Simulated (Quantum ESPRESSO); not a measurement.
AlSi3C3N (made-up cell) (calculated)

All values are calculated (Quantum ESPRESSO 7.5). Calculation on a made-up crystal cell, not a measurement, with one named mistake planted (healthy values lack it): periodic Kohn-Sham density functional theory in plane waves with PseudoDojo standard norm-conserving scalar-relativistic pseudopotentials, each functional with its own files (v0.5 for PBE, v0.4.1 for LDA and PBEsol), no spin polarisation, no spin-orbit coupling, atoms not relaxed, stress positive in tension, energies less a fixed whole-eV offset for each atom's element; levels are Kohn-Sham levels at fractions of this cell's reciprocal vectors, counted from the reference band (half the neutral cell's valence electrons, rounded up) at Gamma; error bars cover cutoff and k-mesh only, not smearing or the files; a charged cell sits in a uniform background, with energy and stress on this program's zero of potential; each bar is the largest change over components, and at least 0.002 eV, 0.002 eV per angstrom or 0.02 GPa; energies are for the whole cell, and the offsets were chosen from early runs and are not element reference energies; a distance is the largest change of any value in units of its error bar, a scale change is of lengths, and a coarse mesh keeps the half-step shift.

## AlSi3C3N (made-up cell)

Intended structure:
```
AlSi3C3N
1.0
      3.0495    -0.0369    -0.0077
     -0.0638     5.4728    -0.0178
     -0.0126    -0.0168     5.1582
Si Al Si C N C
1 1 2 2 1 1
Direct
  0.00142 -0.00276 0.00782
  0.49476 0.49407 0.00380
  0.49387 0.16210 0.50052
  0.00072 0.66615 0.50038
  0.00544 0.00566 0.37432
  0.50675 0.50301 0.36799
  0.50585 0.16549 0.87526
  0.00867 0.66744 0.87795
```

- lattice type: wurtzite
- intended functional: pbe
- intended cutoff: 1143 eV
- intended fermi dirac smearing: 0.025 eV
- intended scf tolerance: 1e-07 eV
- intended electrons removed: 0
- healthy free energy less offsets: -3.49 eV
- healthy smearing term minus ts: 0 eV
- healthy scf iterations: 12
- healthy pressure: -2 GPa
- healthy stress xx: -8.55 GPa
- healthy stress yy: 9.64 GPa
- healthy stress zz: 4.92 GPa
- healthy stress yz: -1.13 GPa
- healthy stress xz: -2.23 GPa
- healthy stress xy: -4.46 GPa
- healthy reference band: 16
- fault kind: wide smearing
- fault smearing: 0.47 eV
- intended k mesh: 6 x 4 x 4, shifted by half a step
- structure shown: as intended, without the mistake
- faulty free energy less offsets: -3.592 eV
- faulty smearing term minus ts: -0.3822 eV
- faulty scf iterations: 12
- faulty pressure: -1.587 GPa
- faulty stress xx: -7.941 GPa
- faulty stress yy: 8.772 GPa
- faulty stress zz: 3.931 GPa
- faulty stress yz: -1.056 GPa
- faulty stress xz: -2.256 GPa
- faulty stress xy: -4.36 GPa
- faulty fermi level: 0.4505 eV
- faulty reference band: 16
- other mistakes run: 7
- distance from healthy: 119 error bars
- distance from nearest other mistake: 119 error bars
- healthy error bar energy: 0.003211 eV
- healthy error bar stress: 0.08145 GPa
- healthy error bar force: 0.004378 eV/Å
- healthy error bar next band up: 0.002 eV

Atoms:
| atoms element | atom site | atom energy offset (eV) |
| --- | --- | --- |
| Si | 1 | -115 |
| Al | 2 | -64 |
| Si | 3 | -115 |
| Si | 4 | -115 |
| C | 5 | -163 |
| C | 6 | -163 |
| N | 7 | -283 |
| C | 8 | -163 |

Healthy forces:
| site | x (eV/Å) | y (eV/Å) | z (eV/Å) |
| --- | --- | --- | --- |
| 1 | 0.091 | -2.004 | -1.327 |
| 2 | 0.52 | 1.027 | -1.029 |
| 3 | 1.098 | 2.273 | -0.106 |
| 4 | 0.532 | -0.547 | 0.765 |
| 5 | -1 | -0.539 | 0.38 |
| 6 | -0.609 | -1.303 | 3.182 |
| 7 | -0.108 | -1.463 | -0.383 |
| 8 | -0.525 | 2.555 | -1.482 |

Healthy levels:
| level k point | next band up (eV) |
| --- | --- |
| Gamma | 1.079 |
| (1/2,1/2,1/2) | 1.065 |
| (0.15,0,0) | 2.067 |
| (0,0.15,0) | 1.311 |
| (0,0,0.15) | 1.21 |

Faulty forces:
| site | x (eV/Å) | y (eV/Å) | z (eV/Å) |
| --- | --- | --- | --- |
| 1 | 0.08626 | -1.734 | -1.166 |
| 2 | 0.5011 | 0.7349 | -0.8968 |
| 3 | 1.099 | 2.149 | -0.09088 |
| 4 | 0.5308 | -0.424 | 0.6617 |
| 5 | -0.9975 | -0.591 | 0.3458 |
| 6 | -0.6031 | -1.239 | 3.14 |
| 7 | -0.107 | -1.44 | -0.4171 |
| 8 | -0.5093 | 2.543 | -1.578 |

Faulty levels:
| level k point | next band up (eV) |
| --- | --- |
| Gamma | 1.262 |
| (1/2,1/2,1/2) | 1.224 |
| (0.15,0,0) | 2.222 |
| (0,0.15,0) | 1.493 |
| (0,0,0.15) | 1.386 |
